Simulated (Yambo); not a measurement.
Yambo run on SiO$_{2}$ (space group I4/mmm, No. 139). The wavefunctions are PBEsol (Quantum ESPRESSO, PseudoDojo norm-conserving, 84 Ry, scalar-relativistic) ones on a 2×2×2 mesh (32 occupied bands); a = b = c = 6.8425 Å, α = β = 98.38°, γ = 135.12°.

Yambo input:

```
rim_cut
gw0
dyson
el_el_corr
HF_and_locXC
cohsex
em1s
RandQpts= 1000000
RandGvec= 1 Ry
EXXRLvcs= 84 Ry
VXCRLvcs= 336 Ry
Chimod= "HARTREE"
% BndsRnXs
 1 | 296 |
%
NGsBlkXs= 7 Ry
% LongDrXs
 1.0 | 1.0 | 1.0 |
%
ExtendOut
% QPkrange
 1 | 1 | 32 | 33 |
 4 | 4 | 32 | 32 |
%
```

k points by index: 1 = Γ, 4 = M.

The o-*.qp file then holds:

```
#    K-point    Band    Eo [eV]    E [eV]    E-Eo [eV]    Vxc [eV]    Vnlxc [eV]    Sc|Eo [eV]    Re(Z)    Im(Z)
#
    1    32    -0.005236    -3.721742    -3.716505    -20.06944    -25.97578    2.189833    1.000000    0.000000
    1    33    5.566656    6.013179    0.446523    -8.049250    -4.385306    -3.217421    1.000000    0.000000
    4    32    0.000000    -3.713183    -3.713183    -20.09663    -26.01144    2.201631    1.000000    0.000000
```
(The two width columns are left out.) Convergence of these settings isn't established.

Geometry of the Materials Project entry, not relaxed at this level.

This is not the ordinary phase of the substance; no match was found in the copy of COD used, and its stability was not checked.
